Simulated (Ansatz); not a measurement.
The calculation used DFT PBE, scalar-relativistic, plane waves, PAW (Ansatz 0.2.0). All cells share a 420 eV cutoff and Γ-centred k meshes spaced about 0.3 Å⁻¹ or finer (0.25 for metals, 2π included). No spin polarisation.

This relaxed Cu5Mo cell comes from a structure search over trial cells.

```cif
data_structure
_symmetry_space_group_name_H-M 'P 1'
_symmetry_Int_Tables_number 1
_cell_length_a 2.6070
_cell_length_b 2.6070
_cell_length_c 22.3171
_cell_angle_alpha 90.000
_cell_angle_beta 90.000
_cell_angle_gamma 90.000
_cell_volume 151.68
loop_
_atom_site_label
_atom_site_type_symbol
_atom_site_fract_x
_atom_site_fract_y
_atom_site_fract_z
_atom_site_occupancy
Cu1 Cu 0.50000 0.00000 0.69828 1
Cu2 Cu 0.00000 0.50000 0.61904 1
Cu3 Cu 0.50000 0.00000 0.53967 1
Cu4 Cu 0.50000 0.00000 0.85756 1
Cu5 Cu 0.00000 0.50000 0.77755 1
Cu6 Cu 0.00000 0.50000 0.14244 1
Cu7 Cu 0.50000 0.00000 0.22245 1
Cu8 Cu 0.00000 0.50000 0.30172 1
Cu9 Cu 0.50000 0.00000 0.38095 1
Cu10 Cu 0.00000 0.50000 0.46033 1
Mo1 Mo 0.00000 0.50000 0.94782 1
Mo2 Mo 0.50000 0.00000 0.05218 1
```

Problem. Is this structure dynamically stable?

Solution. As far as tested, yes. The phonons at Γ show no imaginary mode. (Phonon run: 12×12×2 k mesh, Gaussian smearing of 0.10 eV.) After random moves of the atoms it relaxes back. Other q points weren't tested. The optical modes at Γ run from 33 to 246 cm⁻¹. Cu on its first site is surrounded by 12 Cu at 2.55–2.61 Å; Cu on its second site is surrounded by 12 Cu at 2.55–2.61 Å; Cu on its third site has 12 Cu at 2.56–2.61 Å; Mo is surrounded by 4 Mo at 2.61 Å, 4 Cu at 2.73 Å and 4 Mo at 2.97 Å; 2 more sites not described.

Phonons of metals hang on the k mesh and the smearing.
